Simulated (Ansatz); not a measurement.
Space group Pm-3m (No. 221). a = 4.187 Å, b = 4.187 Å, c = 4.187 Å, α = 90.00°, β = 90.00°, γ = 90.00°
| atom | site | symmetry | x | y | z |
| --- | --- | --- | --- | --- | --- |
| K | 1b | m-3m | 0.5000 | 0.5000 | 0.5000 |
| Mn | 1a | m-3m | 0.0000 | 0.0000 | 0.0000 |
| F | 3d | 4/mm.m | 0.5000 | 0.0000 | 0.0000 |

Equation of state of this KMnF3 structure (not necessarily the ground state), with shape and atoms relaxed at each volume where symmetry leaves them free. The calculation used DFT r2SCAN, scalar-relativistic, plane waves, PAW (Ansatz).

Plane waves to 500 eV, a k mesh through Γ of 8×8×8 on the computed 5-atom cell and Gaussian smearing (0.02 eV); collinear spin.

| V (Å³/atom) | E − E(largest V) (meV/atom) | P (GPa) | gap on mesh (eV) |
| --- | --- | --- | --- |
| 13.799 | 2.48 | 5.13 | 1.91 |
| 14.239 | -7.69 | 2.34 | 1.96 |
| 14.679 | -10.78 | -0.02 | 2.02 |
| 15.120 | -7.91 | -2.01 | 2.08 |
| 15.560 | 0.00 | -3.70 | 2.13 |

Question: Fit a third-order Birch–Murnaghan equation to E(V).

Answer: V0 = 14.68 Å³/atom, B0 = 72 GPa, B0' = 4.7.

The state reached may not be the lowest one. The cell holds one magnetic atom, so it can only be ferromagnetic; an antiferromagnetic order may lie lower.

Symmetry holds off the tilts and polar distortions that many cubic perovskites undergo.

Cost: 5 runs of about 5.7 core-minutes in all, on Intel Xeon Processor @ 2.50GHz (Skylake/Cascade Lake) (shared hosts).